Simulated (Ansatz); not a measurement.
## Sb: input, output and frames of a trajectory

These are results of DFT PBEsol, scalar-relativistic, plane waves, PAW in Ansatz, not measurements. Settings: plane waves to 420 eV, k-mesh 2×2×2 (shifted by 0.5, 0.5, 0.5 steps), Fermi–Dirac smearing 0.05 eV. The mesh is coarse. No spin polarisation.

32 atoms, starting at 1.00 times the perfect crystal's volume (space group P6_3/mmc); Langevin thermostat at 150 K (friction 0.02 fs⁻¹), fixed cell; 35 steps of 3 fs. The run is short and not equilibrated.

The run converged.

Time: 7.2 min on 4 threads of Intel(R) Xeon(R) 6975P-C (Granite Rapids), on a shared host, peak memory 4.6 GiB.

Command:
```bash
ansatz run input.yaml --threads 4 --pin off --max-ram 9216MiB --backend cpu --events-out ev --progress --plain --runs-dir out
```

Input:
```yaml
crystal:
  lattice:
    - [6.6450213104, -5.7547572634, 5.4677412939]
    - [-6.6450213104, 5.7547572634, 5.4677412939]
    - [-6.6450213103, -5.7547572635, -5.4677412939]
  atoms:
    - { symbol: Sb, position: [0.2083333333, 0.75, 0.7083333333] }
    - { symbol: Sb, position: [0.9583333333, 0.875, 0.5833333333] }
    - { symbol: Sb, position: [0.7083333333, 0.25, 0.7083333333] }
    - { symbol: Sb, position: [0.4583333333, 0.375, 0.5833333333] }
    - { symbol: Sb, position: [0.2083333333, 0.5, 0.4583333333] }
    - { symbol: Sb, position: [0.7083333333, 0.0, 0.4583333333] }
    - { symbol: Sb, position: [0.9583333333, 0.625, 0.3333333333] }
    - { symbol: Sb, position: [0.4583333333, 0.125, 0.3333333333] }
    - { symbol: Sb, position: [0.2083333333, 0.25, 0.2083333333] }
    - { symbol: Sb, position: [0.7083333333, 0.75, 0.2083333333] }
    - { symbol: Sb, position: [0.9583333333, 0.375, 0.0833333333] }
    - { symbol: Sb, position: [0.4583333333, 0.875, 0.0833333333] }
    - { symbol: Sb, position: [0.2083333333, 0.0, 0.9583333333] }
    - { symbol: Sb, position: [0.7083333333, 0.5, 0.9583333333] }
    - { symbol: Sb, position: [0.9583333333, 0.125, 0.8333333333] }
    - { symbol: Sb, position: [0.4583333333, 0.625, 0.8333333333] }
    - { symbol: Sb, position: [0.5416666667, 0.875, 0.6666666667] }
    - { symbol: Sb, position: [0.2916666667, 0.0, 0.5416666667] }
    - { symbol: Sb, position: [0.0416666667, 0.375, 0.6666666667] }
    - { symbol: Sb, position: [0.7916666667, 0.5, 0.5416666667] }
    - { symbol: Sb, position: [0.5416666667, 0.625, 0.4166666667] }
    - { symbol: Sb, position: [0.0416666667, 0.125, 0.4166666667] }
    - { symbol: Sb, position: [0.2916666667, 0.75, 0.2916666667] }
    - { symbol: Sb, position: [0.7916666667, 0.25, 0.2916666667] }
    - { symbol: Sb, position: [0.5416666667, 0.375, 0.1666666667] }
    - { symbol: Sb, position: [0.0416666667, 0.875, 0.1666666667] }
    - { symbol: Sb, position: [0.2916666667, 0.5, 0.0416666667] }
    - { symbol: Sb, position: [0.7916666667, 0.0, 0.0416666667] }
    - { symbol: Sb, position: [0.5416666667, 0.125, 0.9166666667] }
    - { symbol: Sb, position: [0.0416666667, 0.625, 0.9166666667] }
    - { symbol: Sb, position: [0.2916666667, 0.25, 0.7916666667] }
    - { symbol: Sb, position: [0.7916666667, 0.75, 0.7916666667] }
basis:
  ecutwfc: 420
kpoints:
  mp_grid: { grid: [2, 2, 2], shift: [0.5, 0.5, 0.5] }
hamiltonian:
  xc: pbesol
scf:
  occupations: { method: fermi_dirac, width: 0.05 }
  lower_state_search: "off"
  convergence: { dr2_threshold: 1.0e-07 }
output:
  forces: true
  stress: true
md:
  timestep: 3.0
  n_steps: 35
  ensemble: nvt_langevin
  temperature: 150.0
  initial_velocities: maxwell_boltzmann
  seed: 39671
  friction: 0.02
```

Output (its end):
```
...
  E_closure    = 0.000000  (closes the sum)
  Σ components = -205051.391121   (vs F -205051.391121, Δ=0.00e0)
--- Forces (eV/Å), atoms counted from 1 ---
  atom   1  Sb     0.05827352     0.14418077     0.19039530
  atom   2  Sb    -0.02747882     0.03425003     0.09014761
  atom   3  Sb    -0.04511797    -0.06319514     0.19889784
  atom   4  Sb     0.09495527     0.37137750    -0.12296272
  atom   5  Sb     0.16979840    -0.00199979    -0.03867517
  atom   6  Sb    -0.02378187     0.03675030    -0.06292725
  atom   7  Sb    -0.19184621    -0.14782390     0.10753875
  atom   8  Sb    -0.28676757     0.04387416     0.20915006
  atom   9  Sb    -0.06701390     0.19148062     0.12525659
  atom  10  Sb    -0.06509776    -0.00968344     0.07832100
  atom  11  Sb     0.08909523    -0.10570916    -0.01817514
  atom  12  Sb     0.17859828    -0.11968616     0.04543022
  atom  13  Sb    -0.12641779     0.16946112     0.10698613
  atom  14  Sb     0.05104124     0.07304038    -0.10340778
  atom  15  Sb     0.15152734    -0.10275868     0.12319701
  atom  16  Sb     0.02165336    -0.03742950     0.20018828
  atom  17  Sb     0.08161509    -0.06267036    -0.18314342
  atom  18  Sb    -0.01761112     0.05857269    -0.20828407
  atom  19  Sb    -0.01820355     0.00674737    -0.10103112
  atom  20  Sb     0.39535497     0.09076795    -0.07337620
  atom  21  Sb    -0.17055033     0.11242532    -0.09857540
  atom  22  Sb     0.08749271    -0.16835633     0.04326042
  atom  23  Sb     0.06226129    -0.19471174    -0.08218756
  atom  24  Sb    -0.05557033    -0.01981853    -0.03714332
  atom  25  Sb     0.18122063     0.02738775    -0.14610727
  atom  26  Sb    -0.14951911    -0.01205108    -0.08161590
  atom  27  Sb     0.00200020    -0.13987414    -0.06868968
  atom  28  Sb     0.07294933     0.02285637     0.02865663
  atom  29  Sb    -0.04543444    -0.06350039    -0.02091533
  atom  30  Sb     0.06581967    -0.41947058    -0.06432007
  atom  31  Sb     0.00318617     0.06418855    -0.11024921
  atom  32  Sb    -0.47643343     0.22138546     0.07435861
  max |Σ_I F_I| component: 7.39e-6 eV/Å
--- Stress (GPa, compression-positive) ---
        3.067176       0.113809       0.059852
        0.113809      -0.748455       0.105333
        0.059852       0.105333       0.579720
  P = ⅓ Tr σ = 0.9661 GPa (9.661 kbar)
--- MD trajectory: 35 steps, t = 0.0 → 105.0 fs ---
  final state: T = 154.0 K   F+E_penalty+E_count = -205051.39112120 eV   E_kin = 0.636871 eV
```

Frames along the run (Å, eV/Å; dE is the potential energy from the first frame):

```xyz
32
Lattice="6.645 -5.755 5.468 -6.645 5.755 5.468 -6.645 -5.755 -5.468" Properties=species:S:1:pos:R:3:forces:R:3 pbc="T T T" time_fs=0.00 dE_eV=0.0000 T_K=145
Sb   -8.306   -0.959    1.367    0.000    0.043    0.000
Sb   -3.323   -3.837    6.835    0.000    0.043    0.000
Sb   -1.661   -6.714    1.367    0.000    0.043    0.000
Sb   -3.323   -3.837    1.367    0.000    0.043    0.000
Sb   -4.984   -0.959    1.367    0.000    0.043    0.000
Sb    1.661   -6.714    1.367    0.000    0.043    0.000
Sb    0.000   -3.837    6.835    0.000    0.043    0.000
Sb    0.000   -3.837    1.367    0.000    0.043    0.000
Sb   -1.661   -0.959    1.367    0.000    0.043    0.000
Sb   -1.661   -0.959    6.835    0.000    0.043    0.000
Sb    3.323   -3.837    6.835    0.000    0.043    0.000
Sb   -3.323    1.918    6.835    0.000    0.043    0.000
Sb   -4.984   -6.714   -4.101    0.000    0.043    0.000
Sb   -4.984   -6.714    1.367    0.000    0.043    0.000
Sb    0.000   -9.591    1.367    0.000    0.043    0.000
Sb   -6.645   -3.837    1.367    0.000    0.043    0.000
Sb   -6.645   -1.918    4.101    0.000   -0.043    0.000
Sb   -1.661   -4.796   -1.367    0.000   -0.043    0.000
Sb   -6.645   -1.918   -1.367    0.000   -0.043    0.000
Sb   -1.661   -4.796    4.101    0.000   -0.043    0.000
Sb   -3.323   -1.918    4.101    0.000   -0.043    0.000
Sb   -3.323   -1.918   -1.367    0.000   -0.043    0.000
Sb   -4.984    0.959    4.101    0.000   -0.043    0.000
Sb    1.661   -4.796    4.101    0.000   -0.043    0.000
Sb    0.000   -1.918    4.101    0.000   -0.043    0.000
Sb   -6.645    3.837    4.101    0.000   -0.043    0.000
Sb   -1.661    0.959    4.101    0.000   -0.043    0.000
Sb    4.984   -4.796    4.101    0.000   -0.043    0.000
Sb   -3.323   -7.673   -1.367    0.000   -0.043    0.000
Sb   -9.968   -1.918   -1.367    0.000   -0.043    0.000
Sb   -4.984   -4.796   -1.367    0.000   -0.043    0.000
Sb   -4.984   -4.796    4.101    0.000   -0.043    0.000
32
Lattice="6.645 -5.755 5.468 -6.645 5.755 5.468 -6.645 -5.755 -5.468" Properties=species:S:1:pos:R:3:forces:R:3 pbc="T T T" time_fs=21.00 dE_eV=0.0236 T_K=148
Sb   -8.325   -0.986    1.384    0.058    0.044    0.006
Sb   -3.336   -3.864    6.846    0.030   -0.007   -0.007
Sb   -1.627   -6.707    1.329   -0.083   -0.014    0.043
Sb   -3.354   -3.871    1.365    0.018    0.082    0.034
Sb   -4.989   -0.956    1.348    0.042    0.033    0.010
Sb    1.659   -6.688    1.374    0.026    0.027    0.009
Sb    0.042   -3.808    6.857   -0.072    0.032    0.018
Sb    0.012   -3.841    1.321   -0.051    0.036    0.052
Sb   -1.641   -0.974    1.359   -0.066    0.060    0.054
Sb   -1.697   -0.963    6.838    0.030    0.045   -0.005
Sb    3.302   -3.836    6.824    0.055    0.003    0.025
Sb   -3.331    1.948    6.828    0.069    0.012    0.018
Sb   -5.001   -6.755   -4.104   -0.020    0.085    0.029
Sb   -5.012   -6.725    1.369    0.030    0.045    0.013
Sb   -0.027   -9.580    1.352    0.002    0.010    0.042
Sb   -6.657   -3.869    1.349   -0.020    0.024    0.045
Sb   -6.645   -1.882    4.113    0.032   -0.053   -0.060
Sb   -1.654   -4.787   -1.340    0.006    0.017   -0.048
Sb   -6.654   -1.918   -1.349    0.033   -0.029    0.012
Sb   -1.662   -4.790    4.122    0.020    0.009   -0.013
Sb   -3.310   -1.929    4.142   -0.040   -0.053   -0.045
Sb   -3.338   -1.916   -1.398   -0.017   -0.057    0.032
Sb   -4.970    0.982    4.129   -0.011   -0.090   -0.050
Sb    1.677   -4.809    4.113   -0.020   -0.031   -0.015
Sb   -0.025   -1.943    4.104   -0.006   -0.074   -0.006
Sb   -6.630    3.827    4.110   -0.029   -0.049   -0.056
Sb   -1.638    0.962    4.071   -0.031   -0.044   -0.033
Sb    4.966   -4.818    4.114    0.008   -0.020   -0.009
Sb   -3.328   -7.647   -1.370    0.009   -0.053    0.027
Sb   -9.972   -1.874   -1.366    0.004   -0.048   -0.046
Sb   -5.010   -4.820   -1.356    0.022    0.020   -0.039
Sb   -4.971   -4.809    4.108   -0.029    0.039   -0.034
32
Lattice="6.645 -5.755 5.468 -6.645 5.755 5.468 -6.645 -5.755 -5.468" Properties=species:S:1:pos:R:3:forces:R:3 pbc="T T T" time_fs=42.00 dE_eV=0.0763 T_K=166
Sb   -8.330   -1.003    1.378    0.114    0.056    0.029
Sb   -3.357   -3.890    6.843    0.042   -0.036    0.007
Sb   -1.597   -6.709    1.296   -0.102   -0.067    0.100
Sb   -3.393   -3.928    1.373    0.054    0.133    0.053
Sb   -4.994   -0.976    1.346    0.106    0.026    0.004
Sb    1.669   -6.671    1.400   -0.014    0.041   -0.007
Sb    0.075   -3.770    6.862   -0.140   -0.021    0.078
Sb    0.014   -3.827    1.275   -0.096    0.033    0.090
Sb   -1.625   -0.976    1.349   -0.097    0.099    0.101
Sb   -1.745   -0.972    6.823    0.048    0.044    0.027
Sb    3.275   -3.818    6.801    0.123   -0.062    0.043
Sb   -3.334    1.973    6.824    0.110   -0.031    0.053
Sb   -4.984   -6.789   -4.098   -0.088    0.107    0.028
Sb   -5.049   -6.740    1.352    0.061    0.071    0.032
Sb   -0.053   -9.560    1.341    0.002   -0.033    0.065
Sb   -6.671   -3.906    1.321   -0.044    0.009    0.109
Sb   -6.649   -1.854    4.110    0.058   -0.052   -0.095
Sb   -1.648   -4.800   -1.310    0.019    0.072   -0.092
Sb   -6.647   -1.932   -1.325    0.028   -0.017    0.009
Sb   -1.682   -4.774    4.115    0.059    0.037   -0.026
Sb   -3.299   -1.961    4.164   -0.101   -0.038   -0.108
Sb   -3.349   -1.926   -1.404    0.003   -0.081    0.042
Sb   -4.959    1.000    4.149   -0.026   -0.118   -0.080
Sb    1.675   -4.841    4.125   -0.024   -0.026   -0.049
Sb   -0.063   -1.968    4.116    0.033   -0.072   -0.037
Sb   -6.626    3.835    4.092   -0.046   -0.059   -0.069
Sb   -1.633    0.951    4.050   -0.049   -0.048   -0.072
Sb    4.941   -4.826    4.109    0.010    0.009    0.001
Sb   -3.342   -7.621   -1.360    0.005   -0.081    0.021
Sb   -9.981   -1.831   -1.350   -0.003   -0.073   -0.102
Sb   -5.033   -4.834   -1.337    0.042    0.091   -0.112
Sb   -4.965   -4.828    4.117   -0.089    0.086   -0.045
32
Lattice="6.645 -5.755 5.468 -6.645 5.755 5.468 -6.645 -5.755 -5.468" Properties=species:S:1:pos:R:3:forces:R:3 pbc="T T T" time_fs=63.00 dE_eV=0.1459 T_K=177
Sb   -8.321   -1.009    1.366    0.136    0.093    0.075
Sb   -3.349   -3.922    6.832    0.036   -0.002    0.019
Sb   -1.569   -6.726    1.270   -0.067   -0.057    0.154
Sb   -3.411   -4.002    1.401    0.071    0.216    0.010
Sb   -4.985   -0.997    1.352    0.161    0.029   -0.017
Sb    1.676   -6.657    1.411   -0.023    0.079   -0.015
Sb    0.106   -3.746    6.887   -0.199   -0.118    0.103
Sb    0.020   -3.804    1.241   -0.155    0.039    0.111
Sb   -1.626   -0.962    1.340   -0.095    0.140    0.115
Sb   -1.753   -0.982    6.801    0.012    0.048    0.069
Sb    3.267   -3.796    6.804    0.157   -0.121    0.022
Sb   -3.330    1.998    6.834    0.107   -0.091    0.060
Sb   -4.952   -6.814   -4.102   -0.160    0.106    0.055
Sb   -5.063   -6.768    1.347    0.065    0.134    0.016
Sb   -0.075   -9.538    1.324    0.043   -0.092    0.083
Sb   -6.697   -3.919    1.283   -0.024   -0.005    0.153
Sb   -6.661   -1.841    4.111    0.086   -0.079   -0.146
Sb   -1.635   -4.829   -1.293    0.046    0.117   -0.120
Sb   -6.645   -1.951   -1.294    0.021   -0.004   -0.014
Sb   -1.713   -4.770    4.121    0.172    0.045   -0.035
Sb   -3.292   -2.012    4.175   -0.172    0.012   -0.132
Sb   -3.368   -1.963   -1.401    0.042   -0.106    0.053
Sb   -4.960    1.016    4.173   -0.019   -0.149   -0.079
Sb    1.671   -4.900    4.101   -0.005   -0.033   -0.055
Sb   -0.108   -1.988    4.140    0.118   -0.041   -0.089
Sb   -6.620    3.849    4.080   -0.086   -0.039   -0.063
Sb   -1.614    0.942    4.025   -0.047   -0.076   -0.087
Sb    4.901   -4.825    4.086    0.019    0.012    0.025
Sb   -3.353   -7.597   -1.344   -0.018   -0.119    0.007
Sb   -9.981   -1.794   -1.366   -0.004   -0.182   -0.122
Sb   -5.027   -4.835   -1.327    0.019    0.124   -0.138
Sb   -4.933   -4.846    4.117   -0.238    0.120   -0.020
32
Lattice="6.645 -5.755 5.468 -6.645 5.755 5.468 -6.645 -5.755 -5.468" Properties=species:S:1:pos:R:3:forces:R:3 pbc="T T T" time_fs=84.00 dE_eV=0.2106 T_K=160
Sb   -8.300   -0.991    1.325    0.119    0.127    0.135
Sb   -3.330   -3.935    6.820    0.011    0.026    0.054
Sb   -1.555   -6.740    1.263   -0.052   -0.042    0.166
Sb   -3.413   -4.062    1.428    0.089    0.311   -0.086
Sb   -4.956   -1.011    1.352    0.170    0.029   -0.010
Sb    1.681   -6.635    1.431   -0.012    0.089   -0.045
Sb    0.125   -3.736    6.899   -0.228   -0.177    0.118
Sb    0.024   -3.787    1.215   -0.225    0.037    0.137
Sb   -1.602   -0.945    1.348   -0.093    0.172    0.105
Sb   -1.757   -0.989    6.798   -0.036    0.024    0.074
Sb    3.262   -3.797    6.826    0.146   -0.135   -0.014
Sb   -3.343    2.032    6.853    0.145   -0.102    0.050
Sb   -4.946   -6.837   -4.120   -0.145    0.119    0.098
Sb   -5.072   -6.773    1.364    0.067    0.156   -0.046
Sb   -0.094   -9.529    1.313    0.106   -0.114    0.103
Sb   -6.726   -3.927    1.249   -0.016   -0.020    0.188
Sb   -6.679   -1.859    4.101    0.086   -0.090   -0.172
Sb   -1.599   -4.855   -1.283    0.040    0.100   -0.152
Sb   -6.632   -1.972   -1.284   -0.025   -0.001   -0.042
Sb   -1.732   -4.787    4.123    0.332    0.066   -0.039
Sb   -3.308   -2.067    4.173   -0.185    0.074   -0.117
Sb   -3.381   -1.987   -1.386    0.090   -0.169    0.056
Sb   -4.950    1.004    4.196   -0.009   -0.179   -0.071
Sb    1.692   -4.955    4.090   -0.039   -0.010   -0.049
Sb   -0.131   -2.009    4.180    0.157   -0.016   -0.123
Sb   -6.623    3.861    4.079   -0.144   -0.040   -0.059
Sb   -1.609    0.942    4.023   -0.020   -0.107   -0.071
Sb    4.865   -4.828    4.072    0.058    0.032    0.034
Sb   -3.360   -7.594   -1.314   -0.032   -0.114   -0.014
Sb   -9.985   -1.774   -1.395    0.048   -0.334   -0.101
Sb   -5.013   -4.816   -1.320    0.007    0.101   -0.136
Sb   -4.901   -4.877    4.100   -0.411    0.190    0.029
32
Lattice="6.645 -5.755 5.468 -6.645 5.755 5.468 -6.645 -5.755 -5.468" Properties=species:S:1:pos:R:3:forces:R:3 pbc="T T T" time_fs=105.00 dE_eV=0.2345 T_K=154
Sb   -8.263   -0.991    1.294    0.058    0.144    0.190
Sb   -3.314   -3.941    6.813   -0.027    0.034    0.090
Sb   -1.543   -6.753    1.255   -0.045   -0.063    0.199
Sb   -3.420   -4.105    1.426    0.095    0.371   -0.123
Sb   -4.916   -1.012    1.368    0.170   -0.002   -0.039
Sb    1.697   -6.617    1.459   -0.024    0.037   -0.063
Sb    0.122   -3.758    6.910   -0.192   -0.148    0.108
Sb    0.034   -3.790    1.195   -0.287    0.044    0.209
Sb   -1.604   -0.923    1.346   -0.067    0.191    0.125
Sb   -1.742   -0.989    6.797   -0.065   -0.010    0.078
Sb    3.275   -3.838    6.838    0.089   -0.106   -0.018
Sb   -3.353    2.066    6.875    0.179   -0.120    0.045
Sb   -4.958   -6.863   -4.132   -0.126    0.169    0.107
Sb   -5.083   -6.759    1.390    0.051    0.073   -0.103
Sb   -0.091   -9.522    1.306    0.152   -0.103    0.123
Sb   -6.767   -3.919    1.252    0.022   -0.037    0.200
Sb   -6.685   -1.897    4.088    0.082   -0.063   -0.183
Sb   -1.572   -4.869   -1.261   -0.018    0.059   -0.208
Sb   -6.627   -1.998   -1.252   -0.018    0.007   -0.101
Sb   -1.735   -4.803    4.130    0.395    0.091   -0.073
Sb   -3.321   -2.108    4.192   -0.171    0.112   -0.099
Sb   -3.370   -2.015   -1.386    0.087   -0.168    0.043
Sb   -4.957    0.985    4.224    0.062   -0.195   -0.082
Sb    1.688   -4.970    4.088   -0.056   -0.020   -0.037
Sb   -0.136   -2.041    4.204    0.181    0.027   -0.146
Sb   -6.638    3.849    4.091   -0.150   -0.012   -0.082
Sb   -1.613    0.930    4.038    0.002   -0.140   -0.069
Sb    4.850   -4.848    4.077    0.073    0.023    0.029
Sb   -3.375   -7.626   -1.270   -0.045   -0.064   -0.021
Sb   -9.976   -1.761   -1.429    0.066   -0.419   -0.064
Sb   -5.004   -4.813   -1.325    0.003    0.064   -0.110
Sb   -4.897   -4.900    4.076   -0.476    0.221    0.074
```